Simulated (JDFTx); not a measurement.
TiSi2(001) slab cut from bulk TiSi2 (space group Cmcm, indices of the conventional cell, lattice of the Materials Project entry mp-1077503, not re-optimised): 12 atoms in 4 planes, a 1x1 cell of 23.86 Å² (|a| = 3.530, |b| = 6.986 Å), 5.6 Å between the outermost planes, Si/Ti outermost, slab composition Ti4Si8, cell height 21.3 Å, 6×6×1 k mesh, Fermi smearing 0.01 Ha, no spin polarisation. Whether this polymorph is the ambient one wasn't checked. Neither spin polarisation nor a larger cell was tried.

Computed with JDFTx (a modified build): PBE, GBRV ultrasoft potentials, plane waves to 20/100 Ha. Liquid: CANDLE, water, 1 M KCl. The neutral cell holds 80 valence electrons and has two faces of 23.862 Å² each. Last filling lines of the neutral and of a charged run (μ in hartree, zero in the bulk liquid):

```
FillingsUpdate:  mu: -0.148217380  nElectrons: 80.000000
FillingsUpdate:  mu: -0.181542000  nElectrons: 79.624544
```

Worked example: both potentials, by the convention U = −μ/e − 4.44 V vs SHE, the surface charge density and the mean capacitance.

U_pzc = 0.14822 × 27.2114 − 4.44 = -0.41 V; U = 0.18154 × 27.2114 − 4.44 = 0.50 V. The cell has -0.3755 excess electrons, a net charge of 0.3755 e, shared by two faces: σ = 0.3755 e / (2 × 23.862 Å²) = 0.00787 e/Å² = 12.6 μC/cm² (1 e/Å² = 1602.18 μC/cm²). C = σ/(U − U_pzc) = 12.6/0.91 ≈ 14 μF/cm².
